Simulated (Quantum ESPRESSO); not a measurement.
Zn8S7Se, input and log of a self-consistent run

Simulated, not a measurement. The program is pw.x of Quantum ESPRESSO 7.5 (plane-wave density functional theory). The cell is made up: 16 atoms on a doubled zincblende/diamond lattice, with randomly drawn elements, strain and displacements, not relaxed. PseudoDojo standard norm-conserving files (v0.5 for PBE, v0.4.1 for LDA and PBEsol) set the functional; there is no spin polarisation, spin-orbit coupling or dispersion term, and the masses in the input are unused placeholders.

Input:

```
&control calculation='scf', pseudo_dir='./dojo.nc.sr.pbe.v0_5.standard.upf', outdir='./o', disk_io='medium', tprnfor=.true., tstress=.true. /
&system ibrav=0, nat=16, ntyp=3, nbnd=115, ecutwfc=85.99341389, nosym=.true., tot_charge=0,
 occupations='smearing', smearing='fd', degauss=0.0018374661
/
&electrons conv_thr=7.350e-09, electron_maxstep=60, /
ATOMIC_SPECIES
S 1.0 S.upf
Se 1.0 Se.upf
Zn 1.0 Zn.upf
CELL_PARAMETERS angstrom
5.2766 0.0854 -0.0453
0.0854 5.1898 0.0479
-0.0906 0.0957 10.6382
ATOMIC_POSITIONS angstrom
Zn 0.0378 0.0279 -0.0072
Zn 0.0566 2.585 2.625
Zn 2.5914 0.1011 2.662
Zn 2.6564 2.672 0.0017
Zn -0.0332 0.0841 5.3064
Zn -0.0391 2.6237 7.9478
Zn 2.5634 0.0833 8.008
Zn 2.6692 2.75 5.3547
S 1.3613 1.3483 1.2996
Se 1.3674 3.9685 4.0541
S 3.9711 1.3876 3.9623
S 4.0305 4.0164 1.3535
S 1.3312 1.3769 6.7
S 1.3221 3.9662 9.3395
S 3.8765 1.4637 9.2586
S 3.9787 4.0238 6.7085
K_POINTS automatic
4 4 2 1 1 1
```

The log is shortened where brackets say so; the opening notice, blank lines, dates and the lines on written files are dropped, and the path of the files is cut. It prints rydbergs, bohrs and kilobars, and counts compression as positive stress. With no partly filled state, the Fermi energy that it prints is only some level between the filled and the empty states on the mesh, and need not lie in the true gap.

```
     Program PWSCF v.7.5
     Parallel version (MPI & OpenMP), running on       1 processor cores
     Number of MPI processes:                 1
     Threads/MPI process:                     1
     [start-up lines left out]
     bravais-lattice index     =            0
     lattice parameter (alat)  =       9.9730  a.u.
     unit-cell volume          =    1965.1012 (a.u.)^3
     number of atoms/cell      =           16
     number of atomic types    =            3
     number of electrons       =       218.00
     number of Kohn-Sham states=          115
     kinetic-energy cutoff     =      85.9934  Ry
     charge density cutoff     =     343.9737  Ry
     scf convergence threshold =      7.3E-09
     mixing beta               =       0.7000
     number of iterations used =            8  plain     mixing
     Exchange-correlation= PBE
                           (   1   4   3   4   0   0   0)
     [axes and pseudopotential details left out]
   Cartesian axes
     site n.     atom                  positions (alat units)
         1        Zn     tau(   1) = (   0.0071625   0.0052866  -0.0013643  )
         2        Zn     tau(   2) = (   0.0107248   0.4898166   0.4973960  )
         3        Zn     tau(   3) = (   0.4910293   0.0191569   0.5044069  )
         4        Zn     tau(   4) = (   0.5033458   0.5063017   0.0003221  )
         5        Zn     tau(   5) = (  -0.0062909   0.0159356   1.0054788  )
         6        Zn     tau(   6) = (  -0.0074088   0.4971496   1.5059824  )
         7        Zn     tau(   7) = (   0.4857237   0.0157840   1.5173893  )
         8        Zn     tau(   8) = (   0.5057712   0.5210815   1.0146309  )
         9        S      tau(   9) = (   0.2579448   0.2554815   0.2462536  )
        10        Se     tau(  10) = (   0.2591007   0.7519680   0.7681878  )
        11        S      tau(  11) = (   0.7524606   0.2629282   0.7507932  )
        12        S      tau(  12) = (   0.7637160   0.7610443   0.2564668  )
        13        S      tau(  13) = (   0.2522413   0.2609008   1.2695440  )
        14        S      tau(  14) = (   0.2505170   0.7515322   1.7696875  )
        15        S      tau(  15) = (   0.7345354   0.2773480   1.7543582  )
        16        S      tau(  16) = (   0.7539007   0.7624464   1.2711546  )
     number of k points=    16  Fermi-Dirac smearing, width (Ry)=  0.0018
                       cart. coord. in units 2pi/alat
        k(    1) = (   0.1240795   0.1239261   0.1239639), wk =   0.1250000
        k(    2) = (   0.1219121   0.1262514  -0.1241195), wk =   0.1250000
     [further k points left out]
     Dense  grid:   211727 G-vectors     FFT dimensions: (  60,  60, 120)
     Estimated max dynamical RAM per process >     486.49 MB
     Initial potential from superposition of free atoms
     starting charge     217.9986, renormalised to     218.0000
     Starting wfcs are  117 randomized atomic wfcs
     total cpu time spent up to now is       56.3 secs
     per-process dynamical memory:   258.5 Mb
     Self-consistent Calculation
     iteration #  1     ecut=    85.99 Ry     beta= 0.70
     Davidson diagonalization with overlap
     ethr =  1.00E-02,  avg # of iterations =  5.9
     Threshold (ethr) on eigenvalues was too large:
     Diagonalizing with lowered threshold
     Davidson diagonalization with overlap
     ethr =  3.81E-04,  avg # of iterations =  3.4
     total cpu time spent up to now is      315.7 secs
     total energy              =   -3741.70272184 Ry
     estimated scf accuracy    <       0.78823259 Ry
     iteration #  2     ecut=    85.99 Ry     beta= 0.70
     Davidson diagonalization with overlap
     ethr =  3.62E-04,  avg # of iterations =  7.0
     total cpu time spent up to now is      441.4 secs
     total energy              =   -3741.93478822 Ry
     estimated scf accuracy    <       0.34912524 Ry
     iteration #  3     ecut=    85.99 Ry     beta= 0.70
     Davidson diagonalization with overlap
     ethr =  1.60E-04,  avg # of iterations =  3.4
     total cpu time spent up to now is      596.5 secs
     total energy              =   -3742.00420795 Ry
     estimated scf accuracy    <       0.01332151 Ry
     iteration #  4     ecut=    85.99 Ry     beta= 0.70
     Davidson diagonalization with overlap
     c_bands:  1 eigenvalues not converged
     c_bands:  2 eigenvalues not converged
     c_bands:  1 eigenvalues not converged
     c_bands:  1 eigenvalues not converged
     c_bands:  1 eigenvalues not converged
     ethr =  6.11E-06,  avg # of iterations = 14.8
     total cpu time spent up to now is      802.0 secs
     total energy              =   -3742.00541090 Ry
     estimated scf accuracy    <       0.01982977 Ry
     iteration #  5     ecut=    85.99 Ry     beta= 0.70
     Davidson diagonalization with overlap
     ethr =  6.11E-06,  avg # of iterations =  9.8
     total cpu time spent up to now is      957.6 secs
     total energy              =   -3742.00950612 Ry
     estimated scf accuracy    <       0.00078642 Ry
     iteration #  6     ecut=    85.99 Ry     beta= 0.70
     Davidson diagonalization with overlap
     ethr =  3.61E-07,  avg # of iterations =  4.5
     total cpu time spent up to now is     1103.3 secs
     total energy              =   -3742.00962299 Ry
     estimated scf accuracy    <       0.00006352 Ry
     iteration #  7     ecut=    85.99 Ry     beta= 0.70
     Davidson diagonalization with overlap
     ethr =  2.91E-08,  avg # of iterations =  3.3
     total cpu time spent up to now is     1253.8 secs
     total energy              =   -3742.00963527 Ry
     estimated scf accuracy    <       0.00000967 Ry
     iteration #  8     ecut=    85.99 Ry     beta= 0.70
     Davidson diagonalization with overlap
     ethr =  4.43E-09,  avg # of iterations =  3.9
     total cpu time spent up to now is     1395.8 secs
     total energy              =   -3742.00963815 Ry
     estimated scf accuracy    <       0.00000348 Ry
     iteration #  9     ecut=    85.99 Ry     beta= 0.70
     Davidson diagonalization with overlap
     ethr =  1.59E-09,  avg # of iterations =  3.0
     total cpu time spent up to now is     1527.9 secs
     total energy              =   -3742.00963881 Ry
     estimated scf accuracy    <       0.00000018 Ry
     iteration # 10     ecut=    85.99 Ry     beta= 0.70
     Davidson diagonalization with overlap
     ethr =  8.27E-11,  avg # of iterations =  3.9
     total cpu time spent up to now is     1670.3 secs
     total energy              =   -3742.00963885 Ry
     estimated scf accuracy    <       0.00000004 Ry
     iteration # 11     ecut=    85.99 Ry     beta= 0.70
     Davidson diagonalization with overlap
     ethr =  2.04E-11,  avg # of iterations =  2.6
     total cpu time spent up to now is     1793.6 secs
     End of self-consistent calculation
          k = 0.1241 0.1239 0.1240 ( 26491 PWs)   bands (ev):
  -116.3019-116.2965-116.2852-116.2724-116.2054-116.1843-116.1774-116.1666
   -70.4956 -70.4872 -70.4757 -70.4698 -70.4644 -70.4580 -70.4521 -70.4521
   -70.4498 -70.4438 -70.4417 -70.4351 -70.3868 -70.3745 -70.3674 -70.3641
   -70.3535 -70.3524 -70.3488 -70.3479 -70.3460 -70.3386 -70.3328 -70.3307
   -38.1411 -38.1334 -38.1220 -38.1177 -38.1119  -4.8363  -4.4679  -4.0063
    -3.6221  -3.5066  -3.4200  -3.3784  -3.3300   2.0285   2.0671   2.0951
     2.1017   2.1337   2.1678   2.1953   2.2127   2.2527   2.2769   2.3067
     2.3300   2.3728   2.4201   2.4818   2.4887   2.5033   2.5410   2.5755
     2.5805   2.6153   2.6353   2.6506   2.6649   2.7108   2.7512   2.7648
     2.7779   2.7872   2.7946   2.8196   2.8628   2.8738   2.8825   2.9039
     2.9844   2.9922   3.0284   3.1576   3.1720   3.8871   3.9805   4.1061
     4.1671   4.2477   5.1371   5.6999   5.7415   6.0007   6.0553   6.1565
     6.3500   6.4359   6.4909   6.5448   6.7274   6.8525   6.8893   7.3765
     7.7439   8.1519   8.2095   8.7731   8.9218  12.2363  12.3460  12.5981
    12.7198  13.2773  13.3330
     [levels at the other k points left out]
     the Fermi energy is    10.1156 ev
!    total energy              =   -3742.00963886 Ry
     estimated scf accuracy    <          2.9E-09 Ry
     smearing contrib. (-TS)   =       0.00000000 Ry
     internal energy E=F+TS    =   -3742.00963886 Ry
     The total energy is F=E-TS. E is the sum of the following terms:
     one-electron contribution =   -2941.02721100 Ry
     hartree contribution      =    1521.87684832 Ry
     xc contribution           =    -452.98668726 Ry
     ewald contribution        =   -1869.87258891 Ry
     convergence has been achieved in  11 iterations
     Forces acting on atoms (cartesian axes, Ry/au):
     atom    1 type  3   force =    -0.00593598   -0.00866382   -0.00069083
     atom    2 type  3   force =    -0.01497171   -0.00575498    0.01257593
     atom    3 type  3   force =     0.03360289    0.00556471   -0.00936228
     atom    4 type  3   force =     0.03747392   -0.01027779    0.02014777
     atom    5 type  3   force =    -0.01203564    0.00929761    0.05433868
     atom    6 type  3   force =     0.01667731   -0.00540736    0.03196106
     atom    7 type  3   force =     0.00953203   -0.00594816    0.01034711
     atom    8 type  3   force =     0.03960534   -0.05056256    0.03810794
     atom    9 type  1   force =    -0.00551074   -0.00076158   -0.00975258
     atom   10 type  2   force =    -0.02750535   -0.00553012   -0.04356359
     atom   11 type  1   force =    -0.01798180    0.03042238   -0.01066568
     atom   12 type  1   force =    -0.01069854   -0.00059209   -0.01813035
     atom   13 type  1   force =    -0.00816331    0.00367551   -0.03388251
     atom   14 type  1   force =    -0.03663867    0.01787765   -0.02201311
     atom   15 type  1   force =     0.00578904    0.00140545    0.01047764
     atom   16 type  1   force =    -0.00323879    0.02525516   -0.02989519
     Total force =     0.153924     Total SCF correction =     0.000326
     Computing stress (Cartesian axis) and pressure
          total   stress  (Ry/bohr**3)                   (kbar)     P=      116.96
   0.00079300  -0.00027859   0.00013328          116.65      -40.98       19.61
  -0.00027859   0.00082377  -0.00017404          -40.98      121.18      -25.60
   0.00013328  -0.00017404   0.00076836           19.61      -25.60      113.03
     init_run     :     53.77s CPU     56.13s WALL (       1 calls)
     electrons    :   1687.31s CPU   1737.40s WALL (       1 calls)
     forces       :     24.09s CPU     24.41s WALL (       1 calls)
     stress       :     76.45s CPU     78.70s WALL (       1 calls)
     [timing details left out]
     PWSCF        :  30m42.14s CPU  31m38.88s WALL
     JOB DONE.
```

In other units: free energy -50912.635 eV for the cell, pressure 11.70 GPa, largest force component 1.397 eV/Å. A rerun of a related cell, with the same atoms placed differently, at a cutoff of 1467 eV and k mesh 6 x 6 x 4 moved values by no more than 0.005 eV in energy, 0.02 GPa in stress and 0.002 eV/Å in force.